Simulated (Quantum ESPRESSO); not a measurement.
## Kohn-Sham bands of Mg3ZnO4 (Cmmm)

```
CELL_PARAMETERS angstrom
      3.02300    -4.27670     0.00000
      3.02300     4.27670     0.00000
      0.00000     0.00000     3.02808
ATOMIC_POSITIONS crystal
  Mg 0.50000 0.50000 0.00000
  Mg 0.00000 0.50000 0.50000
  Mg 0.50000 0.00000 0.50000
  Zn 0.00000 0.00000 0.00000
  O  0.25318 0.74682 0.00000
  O  0.74682 0.25318 0.00000
  O  0.74407 0.74407 0.50000
  O  0.25593 0.25593 0.50000
```

Materials Project entry mp-753315; symmetrised, unrelaxed at this level. Not found in the COD (Crystallography Open Database) copy used; not checked further. Level: LDA, no spin polarisation, no spin-orbit coupling; pw.x of Quantum ESPRESSO at 68 Ry with PseudoDojo potentials, 4×4×8 k-points, Wannier90. Density: 6×6×10 mesh, cold smearing 0.01 Ry.

List the Kohn-Sham levels between −8 and 6.1 eV relative to the valence-band maximum at the high-symmetry points, as a band run of pw.x on that density gives them (levels within 2 meV counted together).


```
point  k (reciprocal lattice)                                                                                                                       levels (eV)
-----  ----------------------  --------------------------------------------------------------------------------------------------------------------------------
Γ           0.000 0.000 0.000       -5.66, -5.42, -4.67, -4.64, -4.33, -4.25, -4.09, -3.45, -1.68, -1.66, -0.84, -0.76, -0.33, -0.33, -0.32, -0.15, -0.04, 3.12
Y          -0.500 0.500 0.000       -5.36, -4.68, -4.67, -4.62, -4.26, -3.70, -3.63, -2.86, -2.37, -1.86, -1.84, -1.16, -1.15, -0.87, -0.85, -0.77, -0.15, 5.73
C_0        -0.375 0.625 0.000       -5.21, -4.71, -4.70, -4.67, -4.26, -3.59, -3.31, -3.13, -2.73, -2.46, -1.35, -1.15, -0.93, -0.91, -0.84, -0.74, -0.10, 5.77
Σ_0         0.375 0.375 0.000       -5.21, -4.71, -4.70, -4.67, -4.26, -3.59, -3.31, -3.13, -2.73, -2.46, -1.35, -1.15, -0.93, -0.91, -0.84, -0.74, -0.10, 5.77
Z           0.000 0.000 0.500             -5.28, -4.84, -4.59, -4.54, -4.37, -3.64, -3.38, -3.37, -3.27, -2.93, -2.67, -2.37, -1.99, -1.65, -1.40, -0.86, -0.03
A_0         0.375 0.375 0.500             -5.48, -5.35, -4.77, -4.74, -4.38, -4.13, -3.96, -3.69, -3.55, -1.85, -1.67, -1.66, -1.60, -1.13, -0.93, -0.49, -0.13
E_0        -0.375 0.625 0.500             -5.48, -5.35, -4.77, -4.74, -4.38, -4.13, -3.96, -3.69, -3.55, -1.85, -1.67, -1.66, -1.60, -1.13, -0.93, -0.49, -0.13
T          -0.500 0.500 0.500       -5.62, -5.45, -4.63, -4.54, -4.36, -4.34, -4.34, -3.72, -3.55, -1.75, -1.65, -1.65, -1.58, -0.85, -0.76, -0.03, -0.02, 6.08
S           0.000 0.500 0.000  -5.10, -4.95, -4.67, -4.59, -4.25, -4.10, -3.62, -2.90, -2.55, -2.24, -1.74, -1.33, -0.95, -0.66, -0.66, -0.04, 0.00, 5.24, 6.10
R           0.000 0.500 0.500             -5.19, -5.11, -4.76, -4.57, -4.42, -4.18, -4.01, -3.55, -3.06, -2.30, -2.20, -1.78, -1.51, -1.36, -1.25, -0.83, -0.49
```
